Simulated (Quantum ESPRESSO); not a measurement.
# AlTi6Pd: a guest atom moved from site to site

A calculation, not a measurement. The program is pw.x of Quantum ESPRESSO 7.5 (plane-wave density functional theory). The cell is made up: eight metal atoms on a face-centred cubic lattice, with elements, volume, strain and displacements drawn at random and not relaxed, so it may be unstable or far from any real phase. PseudoDojo standard norm-conserving files set the functional (PBE unless stated); there is no spin polarisation or spin-orbit coupling, the Fermi-Dirac width of 0.25 eV means electrons at about 2900 K, and the masses in the input are unused placeholders. A spin test at this wide smearing found no moment, but such smearing suppresses magnetism that the real alloy may have.

The runs move one Pd atom among sites that otherwise hold Ti. Cell, positions, cutoff, mesh and smearing stay as in the input of run 1; sites are counted in its order. Stress in the tables is positive in tension.

Input of run 1:

```
&control calculation='scf', pseudo_dir='./dojo.nc.sr.pbe.v0_5.standard.upf', outdir='./o', disk_io='minimal', tprnfor=.true., tstress=.true. /
&system ibrav=0, nat=8, ntyp=3, nbnd=64, ecutwfc=84.00895049, nosym=.true., tot_charge=0,
 occupations='smearing', smearing='fd', degauss=0.0183746611
/
&electrons conv_thr=1.470e-08, electron_maxstep=70, mixing_beta=0.5 /
ATOMIC_SPECIES
Al 1.0 Al.upf
Pd 1.0 Pd.upf
Ti 1.0 Ti.upf
CELL_PARAMETERS angstrom
-2.0057 -4.0115 -2.0057
-4.0115 2.0057 2.0057
0.0 4.0115 -4.0115
ATOMIC_POSITIONS angstrom
Al -0.1044 0.0391 -0.0285
Ti 0.0432 1.9807 -2.1515
Pd -2.0707 1.9764 0.0292
Ti -1.9254 4.0232 -1.9721
Ti -1.8564 -0.0148 -2.1186
Ti -2.0464 2.0162 -4.0275
Ti -4.0806 -0.1003 -0.0316
Ti -4.0507 1.9506 -2.0807
K_POINTS automatic
5 5 4 1 1 1
```

| run | elements on sites 1 to 8 | free energy less that of run 1 (eV) | -TS (eV) | pressure (GPa) | stress xx (GPa) | stress yy (GPa) | stress zz (GPa) | stress yz (GPa) | stress xz (GPa) | stress xy (GPa) | iterations |
| --- | --- | --- | --- | --- | --- | --- | --- | --- | --- | --- | --- |
| 1 | Al Ti Pd Ti Ti Ti Ti Ti | 0.000 | -2.191 | 6.23 | -6.50 | -5.44 | -6.75 | -0.01 | -0.54 | -1.49 | 24 |
| 2 | Al Ti Ti Pd Ti Ti Ti Ti | -0.129 | -2.207 | 6.27 | -6.48 | -6.96 | -5.36 | -0.51 | -0.84 | -0.90 | 24 |
| 3 | Al Ti Ti Ti Pd Ti Ti Ti | -0.299 | -2.156 | 6.07 | -7.17 | -6.19 | -4.85 | -0.02 | 1.38 | -0.50 | 21 |
| 4 | Al Ti Ti Ti Ti Pd Ti Ti | -0.176 | -2.218 | 6.22 | -5.18 | -6.96 | -6.53 | 0.18 | 0.13 | 0.91 | 25 |
| 5 | Al Ti Ti Ti Ti Ti Ti Pd | -0.193 | -2.214 | 6.11 | -7.83 | -5.73 | -4.78 | -0.24 | 0.81 | -0.51 | 23 |

Forces Fx Fy Fz (eV/Å):

| site | run 1 | run 2 | run 3 | run 4 | run 5 |
| --- | --- | --- | --- | --- | --- |
| 1 | 0.47 -0.27 -0.17 | 0.33 -0.21 -0.05 | 0.39 -0.46 -0.46 | 0.46 -0.39 -0.09 | 0.49 -0.26 0.08 |
| 2 | -0.33 0.07 0.42 | -0.39 -0.12 0.49 | -0.80 -0.31 0.32 | -0.35 -0.35 0.29 | -0.13 0.18 0.76 |
| 3 | 0.13 -0.25 -0.22 | 0.14 -0.11 -0.48 | 0.24 -0.07 -0.38 | -0.20 0.19 -0.41 | 0.38 -0.39 -0.82 |
| 4 | -0.56 -0.34 -0.31 | -0.44 -0.31 -0.52 | -0.69 0.03 0.01 | -0.29 -0.42 -0.47 | -0.63 -0.18 -0.39 |
| 5 | -1.03 -0.02 0.67 | -0.48 -0.23 0.47 | -0.48 -0.02 0.73 | -0.84 0.08 0.67 | -1.02 0.07 0.59 |
| 6 | 0.75 -0.03 -0.60 | 0.30 0.21 -0.17 | 0.51 0.39 -0.24 | 0.52 0.29 -0.29 | 0.29 0.25 -0.19 |
| 7 | 0.63 0.55 0.27 | -0.04 0.74 0.45 | 0.34 0.46 0.16 | 0.45 0.75 0.13 | 0.39 0.24 0.14 |
| 8 | -0.05 0.30 -0.06 | 0.58 0.03 -0.19 | 0.49 -0.02 -0.14 | 0.25 -0.16 0.18 | 0.22 0.09 -0.17 |

The sites are displaced and not relaxed, so the energy differences mix bonding between neighbours with strain and are not ordering energies. A rerun of one cell of this series at a higher cutoff and on a denser mesh moved values by no more than 0.002 eV in energy, 0.02 GPa in stress and 0.003 eV/Å in force, and a second program with other atomic files agreed on that cell to 2 % rms in force and 0.5 GPa in pressure.